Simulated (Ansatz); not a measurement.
GeTePt:
```cif
data_Ge4Pt4Te4
_chemical_formula_sum 'Ge4 Te4 Pt4'
_space_group_name_H-M_alt 'P 1'
_space_group_IT_number 1
_cell_length_a 6.29535
_cell_length_b 6.29535
_cell_length_c 6.29535
_cell_angle_alpha 90.000
_cell_angle_beta 90.000
_cell_angle_gamma 90.000
loop_
_space_group_symop_operation_xyz
  'x, y, z'
loop_
_atom_site_label
_atom_site_type_symbol
_atom_site_fract_x
_atom_site_fract_y
_atom_site_fract_z
_atom_site_occupancy
Ge1 Ge 0.12147 0.87853 0.37853 1
Ge2 Ge 0.37853 0.12147 0.87853 1
Ge3 Ge 0.62147 0.62147 0.62147 1
Ge4 Ge 0.87853 0.37853 0.12147 1
Te1 Te 0.87684 0.12316 0.62316 1
Te2 Te 0.62316 0.87684 0.12316 1
Te3 Te 0.37684 0.37684 0.37684 1
Te4 Te 0.12316 0.62316 0.87684 1
Pt1 Pt 0.51445 0.48555 0.98555 1
Pt2 Pt 0.98555 0.51445 0.48555 1
Pt3 Pt 0.01445 0.01445 0.01445 1
Pt4 Pt 0.48555 0.98555 0.51445 1
```

Relaxed with r²SCAN.

**Question.** Which orbitals make up the states near the band edges in the program Ansatz at the r²SCAN level (PAW)?

**Answer.** Top 1 eV of the valence band: Te 5p 47 %, Ge 4p 29 %, Pt 5d 12 %. Bottom 1 eV of the conduction band: Pt 5d 31 %, Te 5p 30 %, Ge 4p 17 %, Ge 4s 12 %. Projections are on Löwdin-orthogonalised atomic valence shells; empty p or d shells of many metals are not among them.

**Question.** Tabulate the density of states.

**Answer.** States/eV per cell of 12 atoms, in 0.25 eV bins, energy from the valence-band maximum.

```csv
E (eV),total,Pt 5d,Te 5p,Ge 4p
-7.90,0.09,0.00,0.00,0.00
-7.65,0.00,0.00,0.00,0.00
-7.40,0.00,0.00,0.00,0.00
-7.15,0.00,0.00,0.00,0.00
-6.90,0.00,0.00,0.00,0.00
-6.65,0.00,0.00,0.00,0.00
-6.40,3.53,0.71,1.59,0.63
-6.15,13.86,3.83,5.65,2.25
-5.90,8.94,3.29,3.31,1.51
-5.65,7.77,3.22,2.57,1.38
-5.40,16.24,8.53,4.48,2.25
-5.15,13.78,8.34,3.57,1.30
-4.90,4.63,2.69,1.06,0.49
-4.65,7.23,4.02,1.58,0.89
-4.40,9.44,5.68,1.69,1.14
-4.15,14.22,9.74,1.69,1.79
-3.90,18.85,14.78,1.35,1.70
-3.65,16.29,13.82,0.79,0.87
-3.40,26.05,23.29,0.86,0.87
-3.15,8.28,6.36,0.57,0.65
-2.90,15.67,9.82,2.20,2.00
-2.65,7.32,3.53,1.69,1.32
-2.40,3.15,1.38,0.83,0.69
-2.15,8.96,3.77,2.60,1.98
-1.90,11.21,3.75,3.91,2.66
-1.65,9.40,2.10,3.89,2.54
-1.40,4.31,0.90,1.71,1.29
-1.15,6.71,1.19,2.91,1.94
-0.90,9.10,1.29,4.22,2.61
-0.65,5.08,0.57,2.39,1.56
-0.40,5.13,0.49,2.53,1.51
-0.15,0.86,0.08,0.43,0.27
0.10,0.00,0.00,0.00,0.00
0.35,0.40,0.16,0.10,0.05
0.60,2.37,0.84,0.65,0.35
0.85,5.15,1.59,1.51,0.86
1.10,4.85,1.41,1.44,0.92
1.35,4.82,1.34,1.60,0.88
1.60,4.00,0.98,1.07,1.08
1.85,4.05,0.89,1.09,1.25
2.10,6.05,0.92,1.27,2.75
2.35,2.43,0.40,0.47,1.11
2.60,5.44,0.89,1.02,2.60
2.85,7.10,1.09,1.44,3.42
3.10,6.17,0.92,1.36,2.92
3.35,5.13,0.69,1.36,2.29
3.60,6.00,0.68,1.76,2.55
3.85,10.59,0.89,2.76,4.84
4.10,5.60,0.44,1.37,2.60
4.35,4.44,0.33,1.01,2.21
4.60,5.71,0.40,1.30,2.94
4.85,4.05,0.27,0.96,2.09
5.10,3.20,0.15,0.62,1.29
```

Space group P2_13. The first step of the workflow began from a Materials Project structure, measured or hypothetical; the Crystallography Open Database copy checked does not list it. Whether it is the stable phase at ambient conditions was not checked. The r²SCAN relaxation kept the symmetry of its start; its stability against distortions is not shown here. No spin polarisation was allowed. Spin–orbit coupling is left out wherever it is not named.

Potentials: the earlier of the program's two PAW sets.
